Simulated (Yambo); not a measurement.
Yambo run on MoS$_{2}$ (space group R3m, No. 160). The wavefunctions are norm-conserving PBEsol (Quantum ESPRESSO, 80 Ry, no spin-orbit coupling) ones on a 6×6×6 mesh (13 occupied bands); a = 6.267 Å, b = 6.267 Å, c = 6.267 Å, α = 29.15°, β = 29.15°, γ = 29.15°.

Yambo input:

```
rim_cut
gw0
dyson
el_el_corr
HF_and_locXC
cohsex
em1s
RandQpts= 1000000
RandGvec= 1 Ry
EXXRLvcs= 80 Ry
VXCRLvcs= 320 Ry
Chimod= "HARTREE"
% BndsRnXs
 2 | 107 |
%
NGsBlkXs= 8 Ry
% LongDrXs
 1.0 | 1.0 | 1.0 |
%
ExtendOut
% QPkrange
 9 | 9 | 14 | 14 |
 25 | 25 | 13 | 14 |
 32 | 32 | 13 | 13 |
%
```

k points by index: 9 = (0, 0.167, -0.167), 25 = (0.167, -0.5, -0.167), 32 = Z.

Resulting energies as the program prints them:

```
#    K-point    Band    Eo [eV]    E [eV]    E-Eo [eV]    Vxc [eV]    Vnlxc [eV]    Sc|Eo [eV]    Re(Z)    Im(Z)
#
    9    14    0.749638    -0.785895    -1.535534    -15.21489    -11.25760    -5.492819    1.000000    0.000000
    25    13    -0.813736    -2.891861    -2.078125    -16.32050    -16.85772    -1.540903    1.000000    0.000000
    25    14    0.953441    -0.419986    -1.373427    -17.56212    -13.40255    -5.532996    1.000000    0.000000
    32    13    0.000000    -2.166875    -2.166875    -16.34776    -16.92958    -1.585047    1.000000    0.000000
```
(The two width columns are left out.) Convergence of these settings isn't established.

Geometry relaxed with PBE+D3(BJ).
